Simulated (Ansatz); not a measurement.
# GaF, a known structure type with other elements, at an estimated volume

```yaml
crystal:
  lattice:
    - [0.00000, 3.36387, 0.00000]
    - [3.36387, 0.00000, 0.00000]
    - [1.68193, 1.68193, -2.72740]
  atoms:
    - { symbol: Ga, position: [0.00000, 0.00000, 0.00000] }
    - { symbol: F, position: [0.50000, 0.50000, 0.00000] }
```

Method: PBE, no spin polarisation; PAW, plane waves to 420 eV, 12×12×12 Γ-centred mesh, fermi-dirac occupations (width 0.1 eV) (Ansatz 0.2.0), atoms fixed.

(1) Is there a gap, and of what kind?

(2) What is the character of the valence top and the conduction bottom?

(3) Give the Bader charges.

(4) Are the atoms at rest?

Origin: a known structure type with other elements, at an estimated volume, so it need not be a known compound.

## Answers

(1) The gap is 0.58 eV, direct at the points sampled.

(2) Within 0.7 eV of the edges, the states project mainly on Ga s (56 %) and F p (36 %) below the gap and on Ga p (75 %) above it.

(3) Bader charges in e: Ga +0.85, F -0.85. In the mean Ga gives up most and F takes most.

(4) The forces vanish by the symmetry of the sites.
